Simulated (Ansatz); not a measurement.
AgI:
```cif
data_Ag4I4
_chemical_formula_sum 'Ag4 I4'
_space_group_name_H-M_alt 'F-43m'
_space_group_IT_number 216
_space_group_name_Hall 'F -4 2 3'
_cell_length_a 6.34804
_cell_length_b 6.34804
_cell_length_c 6.34804
_cell_angle_alpha 90.000
_cell_angle_beta 90.000
_cell_angle_gamma 90.000
loop_
_atom_site_label
_atom_site_type_symbol
_atom_site_symmetry_multiplicity
_atom_site_Wyckoff_symbol
_atom_site_fract_x
_atom_site_fract_y
_atom_site_fract_z
_atom_site_occupancy
Ag1 Ag 4 c 0.25000 0.25000 0.25000 1
I1 I 4 a 0.00000 0.00000 0.00000 1
```
(The calculation used a cell of 2 atoms; values per cell refer to that cell.)

Relaxed with LDA.

**Question.** Give the optical modes at the zone centre with their infrared and Raman activity from DFPT, LDA in the plane-wave PAW code Ansatz.

**Answer.** Transverse frequencies, without the LO–TO term; a row sums one degenerate level.

```tsv
ω (cm⁻¹)	degeneracy	IR ((D/Å)²/amu)	Raman (Å⁴/amu)	activity	symmetry
118	3	1.66	110	IR+Raman	T2
```

**Question.** How high does the top mode go among those that the LO–TO term moves?

**Answer.** 130 cm⁻¹ for q along x.

The cell was relaxed with LDA under the symmetry of its start; phonons on a q-mesh show no instability. The run is not spin-polarised. Spin–orbit coupling is left out wherever it is not named.

Potentials: the later of the program's two PAW sets.
